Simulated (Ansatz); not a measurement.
Sb2Au, DFT, LDA, all-electron LAPW, scalar-relativistic (Ansatz 0.2.0), run on 1 thread of Arm Neoverse V2 on a shared host.

The cell is COD entry 9009002, as deposited and not checked against the literature; nothing was relaxed. The listed cell was then made from it by scaling, straining or moving an atom.

Command: `ansatz run input.yaml --threads 1 --pin off --max-ram 4096MiB --backend cpu --events-out ev --progress --plain --runs-dir out`

```yaml
crystal:
  lattice:
    - [0.0, 3.3056637565, 3.3056637565]
    - [3.3056637565, 0.0, 3.3056637565]
    - [3.3056637565, 3.3056637565, 0.0]
  atoms:
    - { symbol: Sb, position: [0.25, 0.25, 0.25] }
    - { symbol: Sb, position: [0.75, 0.75, 0.75] }
    - { symbol: Au, position: [0.0, 0.0, 0.0] }
kpoints:
  mp_grid: { grid: [9, 9, 9] }
  band_path:
    path:
      - [0.0, 0.0, 0.0]
      - [0.5, 0.0, 0.5]
      - [0.625, 0.25, 0.625]
      - [0.375, 0.375, 0.75]
      - [0.0, 0.0, 0.0]
      - [0.5, 0.5, 0.5]
      - [0.5, 0.25, 0.75]
      - [0.5, 0.0, 0.5]
    npoints: 5
scf:
  occupations: { method: fermi_dirac, width: 0.08 }
hamiltonian:
  xc: lda
  pseudopotentials: { kind: all_electron, lapw: { basis_error: 0.001 } }
output:
  forces: true
  stress: true
  eigenvalues: true
```

Q: How large is the problem that the program sets up?

A: 35 irreducible k-points, 609 plane waves at Γ, 54 bands.

Q: About how long does it take, and how much memory does it use?

A: 43 s of wall time for 9 SCF iterations, with a peak of 0.47 GiB. Times on shared machines scatter by tens of per cent.
